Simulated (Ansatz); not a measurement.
## Relaxing a structure of BAs

The start is a relaxed BAs cell with every coordinate shifted by Gaussian noise of σ = 0.2 Å. Cell shape, volume and atoms are optimised at zero target pressure with PBEsol (plane waves to 420 eV, PAW, scalar-relativistic; Ansatz, a program for electronic structure). The first steps use a coarse 8×8×8 k-mesh.

Starting cell:
```
CELL_PARAMETERS angstrom
      0.00000     2.38393     2.38393
      2.38393     0.00000     2.38393
      2.38393     2.38393     0.00000
ATOMIC_POSITIONS crystal
  As 0.65950 0.68388 0.78661
  B  0.97771 0.89599 0.04128
```

How large is the pressure on the unrelaxed cell, and of which sign?

+3.3 GPa (positive: the cell is compressed).

How much energy is released per atom?

0.20 eV/atom.

Does it find its way back to the structure it was made from?

It relaxes back to the parent, F-43m (No. 216).

How do the shortest distances between atoms change?

The closest pairs of elements (up to four, under 3.6 Å), start → end: As–B 1.88 → 2.06 Å; B–B 3.37 → 3.37 Å; As–As 3.37 → 3.37 Å.

Is the relaxed structure metallic? Give its gap.

1.08 eV, indirect (valence top at Γ, conduction bottom at 82 % of the way from Γ to X) (no spin-orbit coupling).

Final structure:

```cif
data_As4B4
_chemical_formula_sum 'As4 B4'
_space_group_name_H-M_alt 'F-43m'
_space_group_IT_number 216
_space_group_name_Hall 'F -4 2 3'
_cell_length_a 4.76784
_cell_length_b 4.76784
_cell_length_c 4.76784
_cell_angle_alpha 90.000
_cell_angle_beta 90.000
_cell_angle_gamma 90.000
loop_
_atom_site_label
_atom_site_type_symbol
_atom_site_symmetry_multiplicity
_atom_site_Wyckoff_symbol
_atom_site_fract_x
_atom_site_fract_y
_atom_site_fract_z
_atom_site_occupancy
As1 As 4 c 0.25000 0.25000 0.25000 1
B1 B 4 b 0.50000 0.50000 0.50000 1
```
(The calculation used a cell of 2 atoms; values per cell refer to that cell.)

Final values are on a 12×12×12 k-mesh of the relaxed cell. No spin polarisation in the result.
